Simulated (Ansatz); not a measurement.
Method: DFT PBE, scalar-relativistic, plane waves, PAW (Ansatz 0.2.0). Cutoff 420 eV, Γ-centred 12×12×4 mesh (6-atom cell), Gaussian smearing of 0.02 eV, no spin polarisation.

The zero of energy is the elements' standard structures at the same level; no fitted shifts are applied.

Question: Propose a candidate for a trigonal semiconductor made of Mg, S and Se, with a gap near 2.0 eV, a formation energy near −1.37 eV/atom and a density near 3.17 g/cm³, in a cell of 6 atoms.

Answer: Mg3SeS2, space group P-3m1 (No. 164). Around Mg on a site of symmetry -3m lie 6 S at 2.64 Å; Mg on a site of symmetry 3m is surrounded by 3 S at 2.64 Å and 3 Se at 2.71 Å; Se has 6 Mg at 2.71 Å; S is surrounded by 6 Mg at 2.64 Å.

```
CELL_PARAMETERS angstrom
3.76367 0.00000 0.00000
-1.88183 3.25943 0.00000
0.00000 0.00000 9.22364
ATOMIC_POSITIONS crystal
Mg 0.00000 0.00000 0.50000
Mg 0.66667 0.33333 0.17567
Mg 0.33333 0.66667 0.82433
Se 0.00000 0.00000 0.00000
S 0.33333 0.66667 0.33776
S 0.66667 0.33333 0.66224
```

The volume per atom is 18.86 Å³ and the density is 3.17 g/cm³. The energy over the elements is −1.365 eV/atom. The gap on the 12×12×4 mesh of the 6-atom cell is 1.97 eV.

It was reached by relaxing an invented guess, and it needn't be the stable form of this composition. Other answers may fit too; this one was computed.

Kohn–Sham gaps at this level usually fall short of measured ones. The reference forms of S and Se are held partly by dispersion forces, which this level lacks. Symmetry constrained the relaxation, so the result can be a saddle point.
